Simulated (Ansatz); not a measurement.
SiGe:
```
SiGe
1.0
    3.55641     0.00000     0.00000
   -1.77821     3.07994     0.00000
    0.00000     0.00000     3.22978
Ge Si
1 1
Direct
  0.00000   0.00000   0.00000
  0.66667   0.33333   0.50000
```

Relaxed with PBEsol. Special points in fractions of this cell's reciprocal vectors: Γ (0.000, 0.000, 0.000); M (0.500, 0.000, 0.000); K (0.333, 0.333, 0.000); A (0.000, 0.000, 0.500); L (0.500, 0.000, 0.500); H (0.333, 0.333, 0.500).

Question: List the band energies nearest the Fermi level at these points for DFT-PBEsol with spin–orbit coupling in the program Ansatz with PAW potentials.

Answer: In eV from the Fermi level; about four levels below and three above (degenerate sets whole), none deeper than 8.9 eV; points with the same levels are listed once.

| k | below | above |
|---|---|---|
| Γ | -0.44 -0.44 | 0.00 0.00 0.10 0.10 |
| M | -8.46 -8.46 -2.24 -2.24 | 0.42 0.42 2.15 2.15 |
| K | -8.69 -8.67 -5.44 -5.39 | 3.35 3.36 3.44 3.44 |
| A | – | 3.11 3.11 3.12 3.12 |
| L | -4.93 -4.93 -4.63 -4.63 | 1.12 1.12 1.39 1.39 |
| H | -2.03 -1.92 -1.72 -1.71 | 8.93 8.96 9.70 |

Space group P-6m2. The cell is a constructed one: a structure type filled with these elements; neither database checked (COD, Materials Project) lists it. Whether it is the stable phase at ambient conditions was not checked. The cell was relaxed with PBEsol under the symmetry of its start; whether a distortion lowers the energy is not shown.

Potentials: the earlier of the program's two PAW sets. The files were generated under PBE; for other functionals the program regenerates the frozen cores, and for LDA and PBEsol the local potential too.
